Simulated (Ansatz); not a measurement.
What DFT gives for LaSb2Au

```
CELL_PARAMETERS angstrom
4.46089 0.00000 0.00000
0.00000 4.46089 0.00000
0.00000 0.00000 10.49054
ATOMIC_POSITIONS crystal
Au 0.75000 0.25000 0.00000
Au 0.25000 0.75000 0.00000
Sb 0.25000 0.25000 0.16940
Sb 0.75000 0.75000 0.83060
La 0.25000 0.25000 0.75315
La 0.75000 0.75000 0.24685
Sb 0.75000 0.25000 0.50000
Sb 0.25000 0.75000 0.50000
```

Method: PBEsol, no spin polarisation; PAW, plane waves to 420 eV, 6×6×3 Γ-centred mesh, gaussian occupations (width 0.0209 eV) (Ansatz 0.2.0), atoms fixed.

(1) What does the stress say?

(2) How is the charge shared?

(3) Is there a gap?

(4) Which atom feels the largest force, and which way?

(5) Describe some of the short contacts.

(6) Is it stable against the elements?

Origin: a database entry at a rescaled volume. Caveats: f levels without a U or exact exchange are poorly placed.

## Answers

(1) The pressure is -2.0 GPa (compression positive), so with the atoms held at these fractions the cell would first shrink.

(2) Bader charges in e: La +1.40, Sb -0.50 to -0.27, Au -0.63. In the mean La gives up most and Au takes most.

(3) It is a metal, with about 1.7 states/eV a cell as the mean within 0.25 eV of the Fermi level, mostly Sb p (52 %) and La d (22 %).

(4) The largest is on La5 (and as large on other atoms): 0.24 eV/Å, components (0.00, 0.00, -0.24). It makes 104° with the line to a nearest neighbour, Sb4 at 3.26 Å.

(5) Au–Sb at 2.85 Å: least valence density 0.33 e/Å³ and ELF 0.35 there. Au–Au at 3.15 Å: least valence density 0.20 e/Å³ and ELF 0.18 there. Sb–Sb at 3.15 Å: least valence density 0.22 e/Å³ and ELF 0.45 there. Both are smooth PAW fields, read partly inside the augmentation spheres.

(6) -0.80 eV an atom against the elements' usual phases (free molecules for gases, crystals otherwise, with no correction for O₂ or N₂), so it is bound against them; other compounds may still compete. Relaxing would lower it.
